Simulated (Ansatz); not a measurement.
**Ti2CN: do energies and stresses tell the same story?**

These are results of DFT r2SCAN, scalar-relativistic, plane waves, PAW in Ansatz 0.2.0, not measurements.

Plane waves to 500 eV, a k mesh through Γ of 18×18×18 on the computed 4-atom cell and Gaussian smearing (0.10 eV); no spin polarisation.

Relaxed cell: R-3m, a = 3.023 Å, b = 3.023 Å, c = 14.855 Å, α = 90.00°, β = 90.00°, γ = 120.00°, 4 atoms in the primitive cell. Whether it is the stable form of this composition wasn't checked.

Energies at zero smearing and pressures from the stress tensor, at volumes with shape and atoms relaxed:
```csv
V (Å³/atom),E − E(first) (meV/atom),P (GPa)
9.207,0.00,19.67
9.501,-26.07,9.08
9.794,-34.15,0.00
10.088,-26.79,-7.78
10.382,-6.20,-14.46
```

Problem. Check P = −dE/dV between neighbouring volumes, and get the bulk modulus from the pressures alone.

Solution. With 1 eV/Å³ = 160.2 GPa:
```
middle V (Å³/atom)  −ΔE/ΔV (GPa) mean P (GPa)
             9.354        14.217        14.374
             9.647         4.405         4.540
             9.941        -4.012        -3.891
            10.235       -11.231       -11.124
```

The two differ by 0.16 GPa at most. The mean of two end pressures misses the average over a step by about ΔV² P″/12, up to 0.14 GPa here; with that taken off 0.02 GPa remains. Around V = 9.794 Å³/atom, the two neighbours give B = −V ΔP/ΔV = 9.794 × 16.86 / 0.588 = 281.1 GPa, against B0 = 280.0 GPa from the Birch–Murnaghan fit of the energies.

Spin polarisation was left out, and a magnetic state may lie lower.

A ferromagnetic start lost its moments in a first run, so spin was left out; other magnetic orders weren't tried.

Cost: 6 runs of about 22 core-minutes in all, on Arm Neoverse V1 (shared hosts).